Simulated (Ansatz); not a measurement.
A distorted cell of As (space group R-3m):

```xyz
4
Lattice="3.7600 2.1709 6.6567 0.0000 2.1709 6.6567 0.0000 -2.1709 3.3284" Properties=species:S:1:pos:R:3 pbc="T T T"
As     3.7600     2.1415     8.9427
As     1.8800     1.1148     5.6458
As     3.7600     2.2003    14.3559
As     1.8800     1.0560    10.9961
```

Computed with LDA (plane waves to 420 eV, PAW, scalar-relativistic; Ansatz, a quantum-chemistry and plane-wave program). k mesh 11×11×11 (Γ-centred), Fermi-Dirac smearing 0.05 eV. Stress and pressure are positive under compression. With partly filled bands, energies and forces of such displacements shift with the k mesh and the smearing. As was relaxed with its symmetry unable to fall.

### Question
What forces act on the atoms (eV/Å, Cartesian)?

### Answer
```csv
atom,Fx,Fy,Fz
As1,0.000,0.312,0.163
As2,0.000,-0.195,-0.108
As3,0.000,-0.312,-0.163
As4,0.000,0.195,0.108
```

(For displaced atoms, the force is minus the slope of the energy, and its curvature is a force constant, which sets phonon frequencies.)
